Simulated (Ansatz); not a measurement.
## Surface calculation: hcp Sb (0001), 3 layers

The slab is cut from the hcp crystal, which needn't be the stable phase, as relaxed on PAW files (25.70 Å³/atom), with 16 Å of vacuum and a dipole correction:

```yaml
crystal:
  lattice:
    - [3.29853, 0.00000, 0.00000]
    - [-1.64926, 2.85661, 0.00000]
    - [0.00000, 0.00000, 21.45480]
  atoms:
    - { symbol: Sb, position: [0.00000, 0.00000, 0.37288] }
    - { symbol: Sb, position: [0.33333, 0.66667, 0.50000] }
    - { symbol: Sb, position: [0.00000, 0.00000, 0.62712] }
```

Level of theory: DFT with LDA, scalar-relativistic, in Ansatz 0.2.0; a Γ-centred 14×14×1 k mesh, Fermi–Dirac smearing of 0.08 eV, no spin polarisation. LAPW: all electrons, basis error target 1 meV/atom; PAW: frozen-core files, cutoff 420 eV.

The bulk energy comes from a cell in the slab's orientation on a 14×14×8 mesh. The surface energy is (E(slab) − N·E(bulk))/2A at zero smearing, the mean of both faces; thin slabs carry quantum-size effects.

Spin–orbit coupling is left out, which matters for the heavy atoms. The PAW files were made under PBE. The cell is 1×1, so reconstructions are forbidden, and in slabs of four or five layers the relaxations can be far larger than at a real surface.

Q: As cut, the LAPW slab lies 0.492 eV above 3 atoms of bulk. What surface energy is that?

A: Over two faces of 9.42 Å² it is 26.1 meV/Å², and times 16.02 J/m² per eV/Å² that gives γ = 0.418 J/m².

```csv
method,γ as cut (J/m²),γ relaxed (J/m²),Φ as cut (eV),Φ relaxed (eV)
LAPW,0.418,?,4.54,4.58
```

Q: What belongs in the row "LAPW", column "γ relaxed (J/m²)"?

A: 0.405.

Q: How do the spacings between the planes relax?

A: From the bottom face up: d12 -3.6 % of 2.727 Å, d23 -3.6 % of 2.727 Å.
